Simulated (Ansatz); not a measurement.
Values for one crystal, relaxed and computed with r²SCAN (plane waves, PAW; program Ansatz); other levels are named.

| Quantity | Value |
|---|---|
| Volume per atom | 59.04 Å³ |
| Band gap | 4.48 eV (direct) |
| Valence-band maximum | at Γ |
| HSE06 gap on the r²SCAN cell | 4.89 eV |
| Pressure derivative B′ | 5.2 |
| Hole effective mass, band 1 of 3 at the edge | 6.0 along [100], 6.0 along [110], 2.1 along [111] (mₑ) |
| Bulk modulus (Birch–Murnaghan fit) | 9.6 GPa |

Question: Which of these materials gives this?
A) AgCl, rock salt
B) CsI, rock salt
C) YN, rock salt
D) CsH, rock salt

Answer: B, CsI, rock salt

Space group Fm-3m (rock salt). The workflow started from a Materials Project entry (that database holds measured and hypothetical structures alike); the Crystallography Open Database copy checked does not list it. It is not the phase usual at ambient conditions (space group No. 221). The r²SCAN relaxation kept the symmetry of its start; its stability against distortions is not shown here. Scalar-relativistic: spin–orbit coupling is off unless named, which matters more the heavier the elements.

Potentials: the later of the program's two PAW sets.
